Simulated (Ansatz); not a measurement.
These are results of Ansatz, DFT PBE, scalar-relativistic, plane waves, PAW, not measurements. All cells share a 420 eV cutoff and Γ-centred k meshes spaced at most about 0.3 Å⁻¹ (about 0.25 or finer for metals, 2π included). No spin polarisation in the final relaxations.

These are static total energies at zero pressure.

Compare these two cells of TeF, each relaxed at this level.

1.

```
CELL_PARAMETERS angstrom
0.00000 3.34220 3.34220
3.34220 0.00000 3.34220
3.34220 3.34220 0.00000
ATOMIC_POSITIONS crystal
Te 0.75000 0.75000 0.75000
Te 0.50000 0.50000 0.50000
F 0.25000 0.25000 0.25000
F 0.00000 0.00000 0.00000
```

2.

```
CELL_PARAMETERS angstrom
3.26437 0.00000 0.00000
0.00000 3.26437 0.00000
0.00000 0.00000 3.26437
ATOMIC_POSITIONS crystal
Te 0.50000 0.50000 0.50000
F 0.00000 0.00000 0.00000
```

**Question.** Which is lower in energy, and by how much?

**Answer.** Cell 1 is lower, by 207 meV/atom. Cell 1 has space group Fd-3m (No. 227), 18.7 Å³/atom and no gap on its mesh; cell 2 has the caesium chloride type, space group Pm-3m (No. 221), 17.4 Å³/atom and no gap. Counting F atoms around Te (those within 1.25 times the shortest such distance or 1.15 times the sum of covalent radii; a plus sign parts nearer from farther groups; the shortest distance is added where it is long for a bond), cell 1 has Te 4+6 from 2.9 Å and cell 2 has Te 8 from 2.8 Å. Cell 1 holds Te–Te bonds in all directions (shortest 2.89 Å); in cell 2 the shortest Te–Te distance is 3.26 Å, near bonding range too. The lower one is the more open, so pressure narrows the difference. In cell 1, Te is surrounded by 4 F at 2.89 Å, 4 Te at 2.89 Å and 6 F at 3.34 Å; around F lie 4 F at 2.89 Å, 4 Te at 2.89 Å and 6 Te at 3.34 Å (long contacts). In cell 2, Te is surrounded by 8 F at 2.83 Å and 6 Te at 3.26 Å; F is surrounded by 8 Te at 2.83 Å and 6 F at 3.26 Å (long contacts). Both come from invented guesses.

Spin–orbit coupling, which can matter for Te, is left out. In Pm-3m an odd number of electrons in the primitive cell allows no gap without spin; a larger cell or a magnetic state could open one. A magnetic state wasn't ruled out in cells without spin, among them Pm-3m. Cells relaxed within their symmetry can be saddle points.
